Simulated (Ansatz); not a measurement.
## One input, then a changed one: MnHg

First run: DFT, PBE, norm-conserving pseudopotentials, Ansatz's default files, scalar-relativistic (Ansatz 0.2.0).

Command: `ansatz run input.yaml --threads 1 --pin off --max-ram 3072MiB --backend cpu --events-out ev --progress --plain --runs-dir out` It took 25 s on 1 thread of Intel(R) Xeon(R) Platinum 8488C (Sapphire Rapids), on a shared host, peak memory 0.71 GiB.

```yaml
crystal:
  lattice:
    - [3.32367863, 0.0, 0.0]
    - [0.0, 3.32367863, 0.0]
    - [0.0, 0.0, 3.32367863]
  atoms:
    - { symbol: Mn, position: [0.5, 0.5, 0.5], spin: 4.0 }
    - { symbol: Hg, position: [0.0, 0.0, 0.0] }
magnetization:
  spin_polarized: true
kpoints:
  mp_grid: { grid: [12, 12, 12] }
scf:
  occupations: { method: fermi_dirac, width: 0.05 }
hamiltonian:
  xc: pbe
  pseudopotentials: { kind: nc }
output:
  forces: true
  stress: true
  eigenvalues: true
```

The cell comes from a relaxation on PAW files under the same functional, begun from a database entry that needn't be the ground state.

It converges in 10 SCF iterations at a pressure of 0.04 GPa, cell moment 3.93 μB, cutoff 1306 eV.

A second input differs as follows:

```diff
   occupations: { method: fermi_dirac, width: 0.05 }
+  max_iter: 50
 hamiltonian:
-  xc: pbe
+  xc: gga
   pseudopotentials: { kind: nc }
```

Question: What is wrong with it, and what does the program do?

Answer: The change was made to test an unknown functional. The run is refused before any iteration. The log ends:
```
Error: YAML parse error: error: line 17 column 7: hamiltonian.xc: unknown variant `gga`, expected one of `lda`, `lda-pw`, `pw92`, `pbe`, `pbesol`, `rpbe`, `revpbe`, `blyp`, `pbe0`, `revpbe0`, `b3lyp`, `b3lyp5`, `hse06`, `wpbeh`, `hiss`, `lc_wpbe`, `cam_b3lyp`, `hf`, `r2scan`, `r2scanh`, `r2scan0`, `r2scan50`, `mr2scan`
  --> <input>:17:7
   |
15 |   max_iter: 50
16 | hamiltonian:
17 |   xc: gga
   |       ^ hamiltonian.xc: unknown variant `gga`, expected one of `lda`, `lda-pw`, `pw92`, `pbe`, `pbesol`, `rpbe`, `revpbe`, `blyp`, `pbe0`, `revpbe0`, `b3lyp`, `b3lyp5`, `hse06`, `wpbeh`, `hiss`, `lc_wpbe`, `cam_b3lyp`, `hf`, `r2scan`, `r2scanh`, `r2scan0`, `r2scan50`, `mr2scan`
18 |   pseudopotentials: { kind: nc }
19 | output:
   |
```
